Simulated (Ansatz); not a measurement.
In DFT-PBE in the program Ansatz with PAW potentials, SnRu₃C in the anti-perovskite structure (Pm-3m) relaxes to a = 4.091 Å. Sn has 12 nearest neighbours from 2.89 Å (cuboctahedral); C has 6 nearest neighbours from 2.05 Å (octahedral). Against the elements it lies at 0.059 eV/atom, with no fitted shifts.

Electronic character: metallic (no gap). Gap from PBE with spin–orbit coupling: none (metallic).

The bulk modulus is 246 GPa.

The start of the workflow was typed in or built on a structure type; neither database checked (COD, Materials Project) lists it. Whether it is the stable phase at ambient conditions was not checked. The cell was relaxed with PBE under the symmetry of its start; whether a distortion lowers the energy is not shown. No spin polarisation was allowed. The references are the lowest solids computed at this level, not always the standard phases. Spin–orbit coupling is left out wherever it is not named.

Potentials: the later of the program's two PAW sets.
